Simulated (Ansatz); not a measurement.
Clean, relaxed (110) surface of Eu, space group Im-3m (No. 229) (top face towards +c; held atoms: 1):

```
Eu
1.0
     3.79755    0.00000    0.00000
    -1.26585    3.58036    0.00000
     0.00000    0.00000   23.20137
Eu
3
Direct
  0.50000 0.50000 0.36636
  0.00000 0.00000 0.49695
  0.50000 0.50000 0.62762
```

Level of theory: Ansatz, DFT PBE, scalar-relativistic, plane waves, PAW. Cutoff 420 eV; k points 8×8×1 on the computed 3-atom cell (Γ-centred); Gaussian smearing, width 0.10 eV; collinear spin with starting moments 7.7 7.7 7.7 μB. The cell repeats along c with a dipole correction in the vacuum.

With the adsorbate the run is spin-polarised, its anchoring atom started with 2 μB.

O (atom) is put at the bridge (Eu-Eu) at (0.50, 0.00) site, one adsorbate per 13.6 Å², and relaxed. E_ads counts from the clean slab and the free adsorbate (spin-polarised where it has unpaired electrons); negative means bound. Heights count from the highest slab atom after relaxation. Bonded neighbours lie within 1.25 times the sum of covalent radii. With the adsorbate the cell is lengthened along c to keep the vacuum.

(1) How strongly does it bind, and where does its anchoring atom end?

(2) How high does its anchoring atom sit over the highest slab atom, and what is the shortest contact with the surface?

(3) The clean face has a work function of 2.66 eV. How does the adsorbate change it?

Another start, the hollow (Eu-Eu-Eu) at (0.17, 0.83) site, ends 1.52 eV lower.

(4) What spin moment does the cell carry?

Each end is the local minimum or symmetric point that its start leads to. On a slab this thin, differences under about 0.1 eV aren't settled.

The state reached may not be the lowest one. Spin-orbit coupling is left out, which matters for the bands of heavy elements. Without a Hubbard U the f levels lie too near the Fermi level, so gaps, band edges and the localisation of f electrons are unreliable. Semilocal functionals without U can misjudge the magnetic state of such a slab.

Answers

(1) -7.07 eV; at (0.50, 0.00), 2 bonded neighbours.

(2) 0.87 Å; O–Eu 2.09 Å.

(3) By +2.67 eV.

(4) 21.85 μB.

For this end the change of work function follows from the dipole (Helmholtz): Δφ = −(e/ε0)·Δp/A = −180.95 V·Å × (-0.195 e·Å) / 13.6 Å² = +2.59 eV, against +2.67 eV computed; strictly the dipole sets the difference between the two faces. The added dipole points into the slab (negative end outward), which raises the work function.
